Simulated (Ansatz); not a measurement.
## Structure relaxation, TiTe2

The start is a relaxed TiTe2 cell displaced along its unstable phonon at q = (½, ½, 0) of its primitive reciprocal cell (64i cm⁻¹), largest move 0.15 Å. The structure is fully relaxed (lattice and positions, P = 0) with PBEsol (plane waves to 420 eV, PAW, scalar-relativistic; Ansatz, a quantum-chemistry and plane-wave program). First-step values are on the input's coarse k-mesh.

Ansatz input (later rounds restart from its end on a renewed k-mesh):
Ansatz 0.2 input:
```yaml
crystal:
  lattice:
    - [0, 6.7800228762, 6.7800228762]
    - [3.3900114381, 3.3900114381, 6.7800228762]
    - [3.3900114381, 3.3900114381, 0]
  atoms:
    - { symbol: Ti, position: [0, 0, 0] }
    - { symbol: Ti, position: [0.5, 0, 0] }
    - { symbol: Te, position: [0, 0.2278761808, 0.2721238192] }
    - { symbol: Te, position: [0.5, 0.2721238192, 0.2278761808] }
    - { symbol: Te, position: [0, 0.7278761808, 0.7721238192] }
    - { symbol: Te, position: [0.5, 0.7721238192, 0.7278761808] }
basis: { ecutwfc: 420, ecutrho_ratio: 4, xc_grid: 2, fft_grid_basis: typed }
kpoints: { mp_grid: { grid: [8, 8, 8] } }
hamiltonian:
  xc: pbesol
  dispersion: none
  pseudopotentials: { kind: paw }
scf: { occupations: { method: fermi_dirac, width: 0.05 } }
relax: { f_tol: 0.01, max_steps: 100, cell: { stress_tol: 0.02 } }
output: { forces: true, stress: true }
```

Q: Which atoms feel the largest initial force, and how large is it?

A: 0.18 eV/Å, on Te3, Te4, Te5, Te6 (atoms numbered as listed).

Q: How much energy is released per atom?

A: 0.01 eV/atom.

Q: How does the volume change?

A: +1.1 %, from 25.97 to 26.25 Å³/atom.

Q: Is the parent structure recovered?

A: It does not go back: it reaches P4₂/nmc (No. 137), 0.03 eV/atom below the parent.

Q: How do the shortest distances between atoms change?

A: The closest pairs of elements (up to four, under 3.6 Å), start → end: Te–Ti 2.85 → 2.78 Å; Te–Te 3.39 → 3.44 Å.

Q: Is the relaxed structure metallic? Give its gap.

A: No gap on the sampled points, where the bands overlap only slightly; such a result is sensitive to mesh and level.

Q: Give the final cell and atomic positions.

A: 
Space group P4₂/nmc, origin choice 1 (No. 137); a = b = 4.7800 Å, c = 6.8922 Å, α = β = γ = 90.00°

| atom | site | symmetry | x | y | z |
|---|---|---|---|---|---|
| Ti | 2a | -4m2 | 0.0000 | 0.0000 | 0.0000 |
| Te | 4d | 2mm. | 0.0000 | 0.5000 | 0.2050 |

Final values are on a 10×10×7 k-mesh of the relaxed cell. No spin polarisation in the result. Spin-orbit coupling is missing; with elements this heavy it can move band edges by tenths of an eV or more.

The run could not lose the symmetry of its start: the end is stationary, and may be a saddle point rather than a minimum.

The relaxed structure here is a generated cell of TiTe2: the first start was made by placing the elements on the sites of a structure type, and the end was not matched to a known phase here, so it may be hypothetical. Known forms of TiTe2 include space group No. 164.
